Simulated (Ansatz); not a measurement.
**Relaxing Li**

The calculation used Ansatz 0.2.0, DFT r2SCAN, scalar-relativistic, plane waves, PAW. Run with 500 eV cutoff, 18×18×4 k-mesh, Gaussian smearing of 0.10 eV, no spin polarisation.

What was changed: relaxed at 1 GPa.

Command:

```bash
ansatz run input.yaml --threads 1 --pin off --max-ram 2560MiB --backend cpu --events-out ev --progress --plain --runs-dir out
```

Input:

```yaml
crystal:
  lattice:
    - [3.0743842237, 0.0, 0.0]
    - [-1.5371921119, 2.6624948387, 0.0]
    - [0.0, 0.0, 10.1473286571]
  atoms:
    - { symbol: Li, position: [0.0, 0.0, 0.0] }
    - { symbol: Li, position: [0.3333333333, 0.6666666667, 0.25] }
    - { symbol: Li, position: [0.0, 0.0, 0.5] }
    - { symbol: Li, position: [0.6666666667, 0.3333333333, 0.75] }
basis:
  ecutwfc: 500
kpoints:
  mp_grid: { grid: [18, 18, 4] }
hamiltonian:
  xc: r2scan
scf:
  occupations: { method: gaussian, width: 0.1 }
output:
  forces: true
  stress: true
  eigenvalues: true
relax:
  adjacent_minimum: "off"
  f_tol: 0.008
  max_steps: 50
  cell: { stress_tol: 0.08, p_target: 1.0 }
```

F is the free energy. Steps run on the plane waves of an earlier cell, but the last one, and at times one on the way, on a freshly chosen basis, so a repeated geometry can differ a little in energy. The relaxation lowers the enthalpy F + PV at the target pressure, so F itself can rise.

Steps:

```
step F − F(1) (eV) largest force component (eV/Å) V (Å³/atom) P (GPa)
   1         0.0000                           0.000       20.765     0.13
   2         0.0079                           0.000       19.970     0.69
   3         0.0167                           0.000       19.551     1.02
   4         0.0169                           0.000       19.551     1.02
```

Relaxed structure:

```xyz
4
Lattice="3.0151 0.0000 0.0000 -1.5075 2.6111 0.0000 0.0000 0.0000 9.9332" Properties=species:S:1:pos:R:3 pbc="T T T"
Li    0.0000    0.0000    0.0000
Li    0.0000    1.7408    2.4833
Li    0.0000    0.0000    4.9666
Li    1.5075    0.8704    7.4499
```

It takes space group P6_3/mmc (No. 194, hexagonal). Conventional cell: a = 3.015 Å, b = 3.015 Å, c = 9.933 Å, α = 90.00°, β = 90.00°, γ = 120.00°. Li (site symmetry -3m) has 12 Li at 3.02 to 3.03 Å as nearest neighbours. Around Li (site symmetry -6m2) lie 12 Li at 3.02 to 3.03 Å.

The run converged. The run took 75 s on 1 thread of Arm Neoverse N1, with other jobs on the host, peak memory 0.42 GiB.